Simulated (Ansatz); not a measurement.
Relax this structure to zero stress and force, keeping its symmetry:

```cif
data_structure
_symmetry_space_group_name_H-M 'Pmmm'
_symmetry_Int_Tables_number 47
_cell_length_a 5.0911
_cell_length_b 5.5010
_cell_length_c 5.5119
_cell_angle_alpha 90.000
_cell_angle_beta 90.000
_cell_angle_gamma 90.000
_cell_volume 154.37
loop_
_atom_site_label
_atom_site_type_symbol
_atom_site_symmetry_multiplicity
_atom_site_Wyckoff_symbol
_atom_site_fract_x
_atom_site_fract_y
_atom_site_fract_z
_atom_site_occupancy
Zr1 Zr 1 c 0.00000 0.00000 0.50000 1
Zr2 Zr 1 e 0.00000 0.50000 0.00000 1
Zr3 Zr 1 a 0.00000 0.00000 0.00000 1
Cd1 Cd 1 h 0.50000 0.50000 0.50000 1
Cd2 Cd 1 g 0.00000 0.50000 0.50000 1
```

Theory: DFT PBEsol, scalar-relativistic, plane waves, PAW in Ansatz 0.2.0.

Plane waves to 420 eV, a k mesh through Γ of 8×8×8 on the computed 5-atom cell and Gaussian smearing (0.10 eV); no spin polarisation.

What does it relax to?

The volume decreases by 0.06 Å³/atom to 30.82 Å³/atom, and the energy changes by under 0.1 meV/atom. Final structure:
```yaml
crystal:
  lattice:
    - [5.50165, 0.00000, 0.00000]
    - [0.00000, 5.09074, 0.00000]
    - [0.00000, 0.00000, 5.50183]
  atoms:
    - { symbol: Zr, position: [0.00000, 0.00000, 0.50000] }
    - { symbol: Zr, position: [0.50000, 0.00000, 0.00000] }
    - { symbol: Zr, position: [0.00000, 0.00000, 0.00000] }
    - { symbol: Cd, position: [0.50000, 0.50000, 0.50000] }
    - { symbol: Cd, position: [0.50000, 0.00000, 0.50000] }
```